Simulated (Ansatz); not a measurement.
Si2W in space group Fddd (No. 70; Si on 16f, W on 8a) under volume change, PBEsol in the plane-wave PAW code Ansatz, shape and atoms relaxed at each volume.

| V (Å³/atom) | E − E(relaxed) (meV/atom) | P (GPa) |
|---|---|---|
| 12.128 | (withheld) | (withheld) |
| 12.528 | 38.7 | 16.41 |
| 12.928 | (withheld) | (withheld) |
| 13.327 | 0.0 | -0.01 |
| 13.727 | 8.2 | -6.42 |
| 14.127 | 31.2 | -11.81 |
| 14.527 | 66.5 | -16.32 |

Problem. Fill in the missing entries.

Solution. 
- 12.128, E − E(relaxed) (meV/atom): 92.3
- 12.128, P (GPa): 26.82
- 12.928, E − E(relaxed) (meV/atom): 9.2
- 12.928, P (GPa): 7.55

Problem. What does a third-order Birch–Murnaghan fit give for V₀, B₀ and B′?

Solution. V₀ = 13.33 Å³/atom, B₀ = 230 GPa, B′ = 4.5.

The cell is a constructed one: a structure type filled with these elements; neither database checked (COD, Materials Project) lists it. It is not the phase usual at ambient conditions (space group No. 139). Symmetry was held in the PBEsol relaxation; its stability against distortions is not shown here. No spin polarisation was allowed. Spin–orbit coupling is left out wherever it is not named.

Potentials: the earlier of the program's two PAW sets. The files were generated under PBE; for other functionals the program regenerates the frozen cores, and for LDA and PBEsol the local potential too.
